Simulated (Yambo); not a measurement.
G0W0@LDA for MgTiF$_{6}$ (space group R-3, No. 148) in Yambo. Reference settings: 2×2×2 Γ-centred k mesh, bands 3 to 163 and a 7 Ry block in the screening, 163 bands in G with the Bruneval-Gonze terminator, plasmon pole fitted at 27.2 eV. The LDA gap Γ → F on this mesh is 4.83 eV; G0W0 gaps are taken between the same points.

The settings were changed. The gap went from 9.54 eV to 9.25 eV, and the shift of the valence edge from -2.03 eV to 2.98 eV.

Question: Name the change that produced these shifts.
(A) 51 bands in W, 51 bands in G, 3 Ry block
(B) 51 bands in W, 51 bands in G, 2 Ry block
(C) exchange cut at 5 Ry
(D) 51 bands in W, 51 bands in G, 4 Ry block

Answer: C, exchange cut at 5 Ry. The others gave (gap, valence shift): 51 bands in W, 51 bands in G, 2 Ry block: 11.86, -3.31 eV; 51 bands in W, 51 bands in G, 3 Ry block: 10.72, -2.60 eV; 51 bands in W, 51 bands in G, 4 Ry block: 10.21, -2.26 eV.

Geometry of the Materials Project entry, not relaxed at this level; primitive cell a = 5.369 Å, b = 5.369 Å, c = 5.369 Å, α = 58.13°, β = 58.13°, γ = 58.13°.

The structure is a Materials Project entry; no match was found in the copy of COD used, and its stability was not checked.

A shift is the quasiparticle energy of the state minus its LDA energy.
